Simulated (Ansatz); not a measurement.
Is this InBiSe₄ structure a true minimum?

The cell was found from a proposed guess, not taken from experiment.

Computed with DFT PBE, scalar-relativistic, plane waves, PAW in Ansatz 0.2.0. Cutoff 420 eV; k points 6×8×4 on the computed 6-atom cell (Γ-centred); Gaussian smearing, width 0.10 eV; no spin polarisation.

The cell below (6 atoms, space group P2/m (No. 10)) is relaxed within its symmetry.

```
CELL_PARAMETERS angstrom
5.79963 0.00000 -0.50641
0.00000 4.28212 0.00000
-1.58765 0.00000 7.37831
ATOMIC_POSITIONS crystal
In 0.00000 0.00000 0.00000
Bi 0.00000 0.50000 0.50000
Se 0.75214 0.00000 0.64508
Se 0.24786 0.00000 0.35492
Se 0.28866 0.50000 0.91344
Se 0.71134 0.50000 0.08656
```

For the test a repeat of it with 12 atoms (edges 5.82, 7.55, 8.56 Å) was strained at random (σ = 1.5 % a component), the atoms were moved at random (σ = 0.10 Å), and all was relaxed again on a coarse 4×4×4 mesh (in the run’s order of axes) with 0.20 eV smearing, with no symmetry imposed.

These runs have no spin–orbit coupling, which can matter for Bi.

Question: Does it come back?

Answer: It returns, within 1 meV/atom of the unmoved cell on that mesh and with the same symmetry when read at 0.1 Å (P1 at 0.01 Å, so small strains and shifts remain). No instability shows in this cell; modes of other wave vectors, which need another repeat, aren't tested.
